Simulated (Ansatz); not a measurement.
A geometry of Cr away from equilibrium: step 2 of the relaxation of a relaxed Cr cell displaced along its unstable phonon at q = (½, 0, 0) of its primitive reciprocal cell (236i cm⁻¹), largest move 0.15 Å. Computed with PBEsol (plane waves to 420 eV, PAW, scalar-relativistic; Ansatz, a quantum-chemistry and plane-wave program). Γ-centred k-mesh 8×15×15 on the run's cell (coarser than for final values), Fermi–Dirac smearing 0.05 eV. The plane waves were selected for a different cell earlier on the path.

```yaml
crystal:
  lattice:
    - [2.30568, -4.43046, 0.00000]
    - [1.18979, 2.23479, 0.00000]
    - [0.00000, 0.00000, 2.20733]
  atoms:
    - { symbol: Cr, position: [0.00000, 0.00000, 0.15501] }
    - { symbol: Cr, position: [0.50000, 0.00000, 0.84499] }
```

### Question
What forces act on the atoms (eV/Å)?

### Answer
| atom | Fx | Fy | Fz |
|---|---|---|---|
| Cr1 | 0.00 | 0.00 | 0.89 |
| Cr2 | 0.00 | 0.00 | -0.89 |

The path ends in I4/mmm (No. 139). No spin polarisation in the result. A magnetic state may lie lower.

The run could not lose the symmetry of its start, so the end can be a saddle point.

The end of the path is a generated cell of Cr: the first start was made by placing the elements on the sites of a structure type, and the end was not matched to a known phase here, so it may be hypothetical. Known forms of Cr include space group No. 229.
